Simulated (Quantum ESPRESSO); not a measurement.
# Band energies of RuP$_{2}$

```
RuP2
1.0
    5.11012     0.00000     0.00000
    0.00000     5.90023     0.00000
    0.00000     0.00000     2.89752
P Ru
4 2
Direct
  0.33768   0.87381   0.50000
  0.66232   0.12619   0.50000
  0.83768   0.62619   0.00000
  0.16232   0.37381   0.00000
  0.50000   0.50000   0.50000
  0.00000   0.00000   0.00000
```

PBEsol (Quantum ESPRESSO, PseudoDojo norm-conserving, 84 Ry, scalar-relativistic); path ΓXSYΓZURTZ,YT,UX,SR; energies in eV from the valence-band maximum.

| k (1/Å) | point | band 22 | band 23 | band 24 | band 25 | band 26 | band 27 | band 28 | band 29 |
|---|---|---|---|---|---|---|---|---|---|
| 0.00 | Γ | -2.08 | -1.17 | -0.80 | -0.57 | -0.30 | 1.41 | 2.94 | 3.46 |
| 0.72 |  | -1.67 | -1.44 | -1.10 | -0.93 | -0.87 | 0.66 | 0.79 | 2.85 |
| 1.08 | X | -2.54 | -1.04 | -1.04 | -0.92 | -0.92 | 1.15 | 1.15 | 2.98 |
| 1.49 |  | -2.36 | -1.65 | -1.65 | -1.21 | -1.21 | 1.80 | 1.80 | 3.19 |
| 1.70 | S | -2.22 | -2.02 | -2.02 | -1.22 | -1.22 | 1.95 | 1.95 | 3.33 |
| 2.24 |  | -1.94 | -1.50 | -1.50 | -1.21 | -1.21 | 1.84 | 1.84 | 2.90 |
| 2.78 | Y | -1.51 | -1.01 | -1.01 | -0.55 | -0.55 | 3.76 | 3.76 | 3.87 |
| 2.99 |  | -1.57 | -0.95 | -0.85 | -0.63 | -0.44 | 2.63 | 3.19 | 3.87 |
| 3.40 | Γ | -2.08 | -1.17 | -0.80 | -0.57 | -0.30 | 1.41 | 2.94 | 3.46 |
| 3.93 | Z | -1.74 | -0.66 | -0.66 | -0.58 | -0.58 | 2.63 | 2.63 | 3.07 |
| 4.65 |  | -2.02 | -1.45 | -1.45 | -0.37 | -0.37 | 1.11 | 1.11 | 2.61 |
| 5.01 | U | -2.47 | -1.92 | -1.92 | -0.01 | -0.01 | 1.31 | 1.31 | 1.92 |
| 5.42 |  | -1.79 | -1.49 | -1.49 | -0.47 | -0.47 | 1.45 | 1.45 | 2.82 |
| 5.63 | R | -1.98 | -1.51 | -1.51 | -0.27 | -0.27 | 1.50 | 1.50 | 2.71 |
| 6.09 |  | -1.89 | -1.25 | -1.25 | -0.52 | -0.52 | 1.02 | 1.02 | 2.97 |
| 6.71 | T | -2.08 | -0.43 | -0.43 | -0.43 | -0.43 | 2.66 | 2.66 | 4.00 |
| 7.33 | Z | -1.74 | -0.66 | -0.66 | -0.58 | -0.58 | 2.63 | 2.63 | 3.07 |
| 7.33 | Y | -1.51 | -1.01 | -1.01 | -0.55 | -0.55 | 3.76 | 3.76 | 3.87 |
| 7.86 | T | -2.08 | -0.43 | -0.43 | -0.43 | -0.43 | 2.66 | 2.66 | 4.00 |
| 7.86 | U | -2.47 | -1.92 | -1.92 | -0.01 | -0.01 | 1.31 | 1.31 | 1.92 |
| 8.39 | X | -2.54 | -1.04 | -1.04 | -0.92 | -0.92 | 1.15 | 1.15 | 2.98 |
| 8.39 | S | -2.22 | -2.02 | -2.02 | -1.22 | -1.22 | 1.95 | 1.95 | 3.33 |
| 8.93 | R | -1.98 | -1.51 | -1.51 | -0.27 | -0.27 | 1.50 | 1.50 | 2.71 |

The PBEsol gap is indirect, 0.46 eV, from 71 % of the way from R to T to 50 % of the way from Γ to X; the smallest direct gap is 1.03 eV. Another valence extremum on the path lies within 0.02 eV, too close to call.

Spin-orbit splittings are left out.

Geometry of the Materials Project entry, not relaxed at this level.

Letters of k points follow the standard setting of the lattice, whose axes may be ordered differently from the printed cell.
